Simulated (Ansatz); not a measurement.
This cell of SiO2 (rutile) is off equilibrium:

```xyz
12
Lattice="8.4723 0.0000 0.0000 0.0000 4.2362 0.0000 0.0000 0.0000 2.6905" Properties=species:S:1:pos:R:3 pbc="T T T"
Si     2.1181     2.1181     1.3452
Si     6.3542     2.1181     1.3452
Si     0.0895     0.0221     0.0000
Si     4.1466    -0.0221     0.0000
O      3.4849     3.4730     1.3452
O      7.5883     3.3640     1.3452
O      1.2275     2.9940     0.0000
O      5.6095     2.8775     0.0000
O      3.0086     1.2422     0.0000
O      7.0990     1.3587     0.0000
O      0.7513     0.7632     1.3452
O      5.1202     0.8721     1.3452
```

These are PBE (plane waves to 420 eV, PAW, scalar-relativistic; Ansatz, an electronic-structure program) values and carry that method's errors. k mesh 4×8×12 (Γ-centred), Fermi-Dirac smearing 0.05 eV. Stress and pressure are positive under compression. As the smearing reaches across the gap at some points, energies and forces of such displacements shift with the k mesh and the smearing. SiO2 was relaxed with its symmetry unable to fall.

Predict the force on every atom, in eV/Å.


```tsv
atom	Fx	Fy	Fz
Si1	0.000	0.000	0.000
Si2	0.000	0.000	0.000
Si3	-8.236	-1.834	0.000
Si4	8.236	1.834	0.000
O5	-3.510	-3.117	0.000
O6	3.387	2.661	0.000
O7	3.904	-3.307	0.000
O8	-3.883	3.095	0.000
O9	-3.904	3.307	0.000
O10	3.883	-3.095	0.000
O11	3.510	3.117	0.000
O12	-3.387	-2.661	0.000
```

Give the stress tensor in GPa and the pressure.


```
    3.2     -1.8      0.0
   -1.8      8.7      0.0
    0.0      0.0     11.5
```
The pressure, a third of the trace, is 7.8 GPa.

(For displaced atoms, the force is minus the slope of the energy, and its curvature is a force constant, which sets phonon frequencies.)
